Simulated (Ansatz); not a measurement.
VAg₃O₄ in space group I-42m (No. 121; V on 2a, Ag on 4d, Ag on 2b, O on 8i), DFT-PBEsol in the program Ansatz with PAW potentials. The conduction-band minimum lies at Γ, with 1 equivalent valley. Second derivatives d²E/dk² of the lowest band at one valley (eV·Å²), along Cartesian directions:

| direction | d²E/dk² |
|---|---|
| [100] | 11.70 |
| [010] | 11.70 |
| [001] | 12.47 |
| [110] | 11.70 |
| [101] | 12.09 |
| [011] | 12.09 |

Task: Find the principal effective masses, the density-of-states mass and the conductivity mass.

Result: Off-diagonal terms follow from H_xy = H[110] − (H_xx + H_yy)/2, and m*/mₑ = 7.620 eV·Å² over each eigenvalue: 0.61, 0.65, 0.65. One valley's DOS mass (m₁m₂m₃)^(1/3) = 0.64, conductivity mass 3/(Σ 1/mᵢ) = 0.64 mₑ.

Task: What effective density of states Nc follows at 300 K for parabolic valleys?

Result: Nc = 2.509e19 × 1 × (0.64)^(3/2) ≈ 1.3e19 cm⁻³.

The workflow started from a Materials Project entry (that database holds measured and hypothetical structures alike); the Crystallography Open Database files this formula in space group No. 121, but the cells were not matched. Whether it is the stable phase at ambient conditions was not checked. The PBEsol relaxation kept the symmetry of its start; its stability against distortions is not shown here. The run is not spin-polarised. No Hubbard U is applied. Spin–orbit coupling is left out wherever it is not named.

Potentials: the later of the program's two PAW sets.

Edges and masses are those of Kohn–Sham bands, whose gap is no quasiparticle gap.
